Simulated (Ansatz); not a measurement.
Calculated field gradients at the nuclei for Si3N4

The cell is a COD entry (perhaps calculated rather than measured) whose atoms were relaxed with PBE, the cell held.

```cif
data_Si3N4
_symmetry_space_group_name_H-M 'P6_3/m'
_symmetry_Int_Tables_number 176
_cell_length_a 7.6015
_cell_length_b 7.6015
_cell_length_c 2.9061
_cell_angle_alpha 90.000
_cell_angle_beta 90.000
_cell_angle_gamma 120.000
loop_
_atom_site_label
_atom_site_type_symbol
_atom_site_symmetry_multiplicity
_atom_site_Wyckoff_symbol
_atom_site_fract_x
_atom_site_fract_y
_atom_site_fract_z
Si Si 6 h 0.7680 0.1741 0.2500
N7 N 6 h 0.0300 0.3299 0.2500
N13 N 2 d 0.6667 0.3333 0.2500
```

One atom of each set is listed.

Method: Kohn–Sham DFT in Ansatz, PBE, plane waves and PAW, scalar-relativistic, 420 eV cutoff, Γ-centred 4×4×10 k-points, Fermi–Dirac smearing 0.02 eV.

V_zz is the principal component of the electric field gradient with the largest magnitude, η = (V_xx − V_yy)/V_zz and C_Q = eQV_zz/h. ν_Q = 3|C_Q|/[2I(2I − 1)].

N-14: I = 1, Q = 20.44 mb. Q values from Pyykkö, Mol. Phys. 116, 1328 (2018).

```
site  atoms     first shell  C_Q (MHz)     η  ν_Q (MHz)
  N7      6  3 Si at 1.74 Å      -2.44  0.07       3.66
 N13      2  3 Si at 1.73 Å      -2.41  0.00       3.62
```

An axis of threefold or higher order runs through N13, so V_zz lies along it and η is zero. At N7 V_zz stands upright on the plane through its three neighbours (within 3°).

Si has no stable isotope with a ground-state quadrupole moment in the table, so these sites are left out.

At this cell the PBE pressure is 6 GPa, so with PBE the cell would grow if it were relaxed.

The relaxation (2 steps) took 19 s of wall time (19 s of CPU time) and 0.46 GiB at its peak, on 1 thread of Arm Neoverse V2 (aarch64; 8 cores open to the job, memory cap 2.5 GiB, no GPU), a shared host with a load of 0.8 a core.
